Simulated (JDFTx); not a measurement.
Input for JDFTx (a modified build): C6H4S4 (SMILES C1=CSC(=C2SC=CS2)S1), charge 0, multiplicity 1, linear PCM (GLSSA13), methanol, 0.5 M NaCl; lengths in bohr, energies in hartree. This linear run has a cavity as tight as the nonlinear model's, a pairing that the parameters may not suit. The run starts from orbitals saved by an earlier run of the same system.

```
lattice \
  29.7631864629 0.0000000000 0.0000000000 \
  0.0000000000 19.8421243086 0.0000000000 \
  0.0000000000 0.0000000000 14.6453774658
coords-type Cartesian
ion C -5.9808658231 -1.2565850807 0.0000014400 0
ion C -5.9808629182 1.2565885867 0.0000013691 0
ion S -3.0756940637 2.8102023997 -0.0000002978 0
ion C -1.2696750403 -0.0000007982 0.0000006430 0
ion C 1.2696749272 -0.0000008885 -0.0000005266 0
ion S 3.0756949390 2.8102029351 0.0000008387 0
ion C 5.9808651571 1.2565887885 -0.0000014400 0
ion C 5.9808653502 -1.2565863534 -0.0000013103 0
ion S 3.0756978430 -2.8102029351 0.0000004668 0
ion S -3.0756979246 -2.8102025260 -0.0000007579 0
ion H -7.6347097273 -2.4330995356 -0.0000006970 0
ion H -7.6347051350 2.4331060816 -0.0000010772 0
ion H 7.6347075869 2.4331048610 0.0000006735 0
ion H 7.6347097273 -2.4330990919 0.0000011507 0
ion-species pseudo/c_pbe_v1.2.upf
ion-species pseudo/s_pbe_v1.4.upf
ion-species pseudo/h_pbe_v1.4.upf
elec-cutoff 20 100
elec-ex-corr gga-PBE
symmetries none
elec-n-bands 26
electronic-minimize nIterations 150 energyDiffThreshold 1e-7
fluid LinearPCM
pcm-variant GLSSA13
fluid-solvent Methanol
fluid-cation Na+ 0.5
fluid-anion Cl- 0.5
fluid-minimize nIterations 400 knormThreshold 1e-11
wavefunction read s2.wfns
dump-name s6.$VAR
dump End State Ecomponents EigStats BandEigs Forces ElecDensity IonicPositions FluidDebug
```

The log closes as follows.

```
[...]
ElecMinimize: Iter:   7  Etot: -77.634881553502964  |grad|_K:  2.236e-07  alpha:  1.094e+00  linmin:  8.105e-04
ElecMinimize: Iter:   8  Etot: -77.634881607344795  |grad|_K:  1.248e-07  alpha:  1.124e+00  linmin: -8.072e-03
ElecMinimize: Iter:   9  Etot: -77.634881620747393  |grad|_K:  7.470e-08  alpha:  9.215e-01  linmin: -5.389e-02
ElecMinimize: Converged (|Delta Etot|<1.000000e-07 for 2 iters).

# Ionic positions in cartesian coordinates:
ion C  -5.980865823100000  -1.256585080700000   0.000001440000000 0
ion C  -5.980862918200000   1.256588586700000   0.000001369100000 0
ion C  -1.269675040300000  -0.000000798200000   0.000000643000000 0
ion C   1.269674927200000  -0.000000888500000  -0.000000526600000 0
ion C   5.980865157100000   1.256588788500000  -0.000001440000000 0
ion C   5.980865350200000  -1.256586353400000  -0.000001310300000 0
ion S  -3.075694063700000   2.810202399700000  -0.000000297800000 0
ion S   3.075694939000000   2.810202935100000   0.000000838700000 0
ion S   3.075697843000000  -2.810202935100000   0.000000466800000 0
ion S  -3.075697924600000  -2.810202526000000  -0.000000757900000 0
ion H  -7.634709727300001  -2.433099535600000  -0.000000697000000 0
ion H  -7.634705135000001   2.433106081600000  -0.000001077200000 0
ion H   7.634707586900001   2.433104861000000   0.000000673500000 0
ion H   7.634709727300001  -2.433099091900000   0.000001150700000 0

# Forces in Cartesian coordinates:
force C   0.007606420337068  -0.007682298916326  -0.000010721845992 0
force C   0.007606230273824   0.007681727544616  -0.000005123838605 0
force C  -0.013173791053765  -0.000000013471249   0.000000106790543 0
force C   0.013174012673625  -0.000000128084528  -0.000000068256601 0
force C  -0.007606678570106   0.007681499551906   0.000010678056711 0
force C  -0.007606613844273  -0.007680538501378   0.000005079070779 0
force S   0.000487400758445  -0.000394776557526   0.000004342134901 0
force S  -0.000487546889669  -0.000394726157121   0.000009673153880 0
force S  -0.000487514342346   0.000394916517867  -0.000004313813389 0
force S   0.000487731702859   0.000394588354012  -0.000009645543854 0
force H  -0.011148889791878  -0.006985444184455  -0.000006108142211 0
force H  -0.011148539818143   0.006985252691221   0.000003408227481 0
force H   0.011148949628990   0.006985516931038   0.000006113006871 0
force H   0.011148795052525  -0.006985549941827  -0.000003403642485 0

# Energy components:
   A_diel =       -0.0223115894662180
   Eewald =       63.7144453420919419
       EH =      126.5215958968792620
     Eloc =     -294.6659135105919631
      Enl =       11.7350967349080140
      Exc =      -29.0750756812396638
 Exc_core =        7.2729724029960803
       KE =       36.8843087836751664
-------------------------------------
     Etot =      -77.6348816207473931


	eMin: -0.823313 at state 0 ( [ +0.000000 +0.000000 +0.000000 ] spin 0 )
	HOMO: -0.144369 at state 0 ( [ +0.000000 +0.000000 +0.000000 ] spin 0 )
```

The run took 10 electronic cycles (a count that differs between repeats, as do the digits past 10⁻⁶ Ha); the highest occupied level lies at -3.93 eV from the bulk liquid; the total lies -0.47 eV from the vacuum run at this geometry.
